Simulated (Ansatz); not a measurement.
C (graphite type, space group P6_3/mmc)

```
C
1.0
    2.46500     0.00000     0.00000
   -1.23250     2.13475     0.00000
    0.00000     0.00000     6.73046
C
4
Cartesian
  0.00000   0.00000   1.68261
  0.00000   0.00000   5.04784
  0.00000   1.42317   1.68261
  1.23250   0.71158   5.04784
```

Two coordinates are scanned: the volume, and the ratio of the stretch along z (the conventional c axis) to the stretch across it. Atoms keep their fractional coordinates.

Calculation: PBE-D3(BJ) (plane waves to 420 eV, PAW, scalar-relativistic; Ansatz, an electronic-structure program). k mesh 15×15×5 (Γ-centred), Fermi-Dirac smearing 0.05 eV. The energy includes the smearing's −TS. With partly filled bands, the response to shear is sensitive to the k mesh, so small differences along c/a are uncertain. C was relaxed with its symmetry unable to fall. The zero of ΔE is the relaxed starting cell.

```csv
ΔE (meV/atom),V/V₀ = 0.920,V/V₀ = 0.947,V/V₀ = 0.973,V/V₀ = 1.000,V/V₀ = 1.027,V/V₀ = 1.053,V/V₀ = 1.080
(c/a)/(c/a)₀ = 0.920,9,13,30,57,93,?,188
(c/a)/(c/a)₀ = 0.947,11,3,9,25,51,86,128
(c/a)/(c/a)₀ = 0.973,29,8,1,6,22,?,81
(c/a)/(c/a)₀ = 1.000,60,25,6,0,6,21,?
(c/a)/(c/a)₀ = 1.027,104,56,24,6,1,6,21
(c/a)/(c/a)₀ = 1.053,160,98,54,24,7,2,7
(c/a)/(c/a)₀ = 1.080,226,152,94,52,24,9,4
```

Complete the blanks.


- (c/a)/(c/a)₀ = 0.920, V/V₀ = 1.053: 137
- (c/a)/(c/a)₀ = 0.973, V/V₀ = 1.053: 48
- (c/a)/(c/a)₀ = 1.000, V/V₀ = 1.080: 46

(A scan under strain: stresses follow from slopes of the energy per volume, elastic moduli from its curvatures.)
